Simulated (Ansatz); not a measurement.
**Ti3N2O: zone-centre modes**

Level of theory: DFT PBE, scalar-relativistic, plane waves, PAW (Ansatz 0.2.0). Cutoff 420 eV, 12×12×6 k-points (Γ-centred), Fermi-Dirac smearing of 0.15 eV. No spin polarisation. Phonons by linear response, acoustic sum rule imposed.

The cell, relaxed at this level:
```yaml
crystal:
  lattice:
    - [3.00900, 0.00000, 0.00000]
    - [-1.50450, 2.60587, 0.00000]
    - [0.00000, 0.00000, 7.45065]
  atoms:
    - { symbol: Ti, position: [0.66667, 0.33333, 0.81873] }
    - { symbol: Ti, position: [0.00000, 0.00000, 0.50000] }
    - { symbol: Ti, position: [0.33333, 0.66667, 0.18127] }
    - { symbol: N, position: [0.33333, 0.66667, 0.66694] }
    - { symbol: N, position: [0.66667, 0.33333, 0.33306] }
    - { symbol: O, position: [0.00000, 0.00000, 0.00000] }
```

The cell was found from a structure generator's guess, not taken from experiment. In a metal, frequencies depend on the k mesh and the smearing, soft modes most.

Optical modes at Γ:
```
frequency (cm⁻¹)  degeneracy
             168           2
             206           2
             273           1
             292           1
             329           2
             398           1
             508           1
             541           1
             544           2
             551           2
```

All 15 optical modes at Γ are real: no displacement of atoms at fixed cell lowers the energy to second order. Strains and modes at other wave vectors aren't tested by this run.
